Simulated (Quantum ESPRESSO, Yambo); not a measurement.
**Levels of theory for the gap of B**

B (space group R-3m, No. 166): one geometry, one set of LDA (Quantum ESPRESSO, PseudoDojo norm-conserving, 76 Ry, without SOC) orbitals, self-energies from Yambo (4×4×4 Γ-centred k mesh, 127 bands and a 7 Ry block in the screening, 127 bands in G with the Bruneval-Gonze terminator, plasmon pole fitted at 27.2 eV).

The geometry is that of Materials Project entry mp-160, symmetrised and not relaxed again.

```json
[
 {"level": "LDA (Quantum ESPRESSO)", "gap Z → Γ (eV)": "1.52", "direct gap at Γ (eV)": "1.88", "rough Yambo cost": "–"},
 {"level": "exchange only (Hartree-Fock self-energy on LDA orbitals)", "gap Z → Γ (eV)": "6.39", "direct gap at Γ (eV)": "6.97", "rough Yambo cost": "about 1/10 (8 states)"},
 {"level": "static COHSEX@LDA", "gap Z → Γ (eV)": "2.38", "direct gap at Γ (eV)": "2.76", "rough Yambo cost": "within a factor of two (3 states)"},
 {"level": "G0W0@LDA, plasmon pole", "gap Z → Γ (eV)": "2.01", "direct gap at Γ (eV)": "2.39", "rough Yambo cost": "1 (8 states)"},
 {"level": "G0W0@LDA, multipole fit to 8 frequencies, no terminator", "gap Z → Γ (eV)": "1.99", "direct gap at Γ (eV)": "2.37", "rough Yambo cost": "within a factor of two (3 states)"},
 {"level": "G0W0@LDA, plasmon pole, no terminator", "gap Z → Γ (eV)": "1.98", "direct gap at Γ (eV)": "2.36", "rough Yambo cost": "about 1/10 (3 states, screening reused)"}
]
```

Bare exchange has no screening and gives the widest gap; static COHSEX screens it but leaves out the frequency dependence, which G0W0 restores.

Costs are rough ratios of core time on shared machines.

Nearest settings tried, and what they do to the gap: 49 bands in W, 49 bands in G: +79 meV; 6 Ry block (157 vectors against 181): -23 meV; 2×2×2 mesh: -14 meV. So the settings aren't converged at that level.
